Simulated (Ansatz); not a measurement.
Data:

GaN:
Space group F-43m (No. 216); a = 4.5484 Å, b = 4.5484 Å, c = 4.5484 Å, α = 90.00°, β = 90.00°, γ = 90.00°

| atom | site | symmetry | x | y | z |
|---|---|---|---|---|---|
| Ga | 4a | -43m | 0.0000 | 0.0000 | 0.0000 |
| N | 4d | -43m | 0.7500 | 0.7500 | 0.7500 |
(The calculation used a cell of 2 atoms; values per cell refer to that cell.)

This is the PBE-relaxed structure.

All from PBE in the plane-wave PAW code Ansatz, unless another level is named. Predict the hole effective mass, band 2 of 3 at the edge.

0.90 along [100], 0.90 along [110], 2.0 along [111] (mₑ).

Predict the formation energy from the elements (no fitted shifts).

-0.43 eV/atom.

Predict the weight of the valence-edge state by species (Voronoi cells).

N 87 %, Ga 13 %.

Next, the weight of the conduction-edge state by species (Voronoi cells)?

Ga 50 %, N 50 %.

Give the valence-band maximum.

at Γ.

Symmetry was held in the PBE relaxation. The references are the lowest solids computed at this level, not always the standard phases (solids in place of the gases). Spin–orbit coupling is left out wherever it is not named.

Potentials: the later of the program's two PAW sets.

Edges and masses are those of Kohn–Sham bands, whose gap is no quasiparticle gap.
